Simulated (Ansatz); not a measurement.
The relaxed structure here is a generated cell of InSe: the first start was made by placing the elements on the sites of a structure type, and the end was not matched to a known phase here, so it may be hypothetical. Known forms of InSe include space group No. 194.

A relaxed cell of InSe (F-43m (No. 216)), relaxed on a k-mesh at least as fine as the one used below. Method: PBEsol (plane waves to 420 eV, PAW, scalar-relativistic; Ansatz, an electronic-structure program). Γ-centred k-mesh 3×6×6 on the run's cell (coarser than for final values), Fermi–Dirac smearing 0.05 eV.

```xyz
4
Lattice="0.0000 6.4649 6.4649 3.2324 0.0000 3.2324 3.2324 3.2324 0.0000" Properties=species:S:1:pos:R:3 pbc="T T T"
In     1.6162     1.6162     1.6162
In     1.6162     4.8487     4.8487
Se     0.0000     0.0000     0.0000
Se     3.2324     6.4649     3.2324
```

Every atom was then displaced, and the forces became (eV/Å):

```tsv
atom	Fx	Fy	Fz
In1	-0.28	-0.12	0.18
In2	-0.52	0.16	-0.65
Se3	0.21	0.17	-0.12
Se4	0.59	-0.21	0.59
```

Question: Which atom was moved farthest relative to the others, and in which direction?

Answer: Se4, by (-0.12, -0.03, -0.16) Å (0.20 Å, mean shift removed); the next is In2 with 0.09 Å. Its force makes an angle of 155° with its move.

All displacements (Å):

```tsv
atom	ux	uy	uz
In1	0.108	-0.047	-0.012
In2	0.092	-0.030	0.057
Se3	0.047	-0.059	0.073
Se4	-0.072	-0.091	-0.178
```

The undisplaced cell is probably no minimum: from this displacement the run went on to P3m1 (No. 156), 0.16 eV/atom below it.

No spin polarisation in the result. The relaxed primitive cell holds an odd number of electrons. A magnetic state may lie lower.
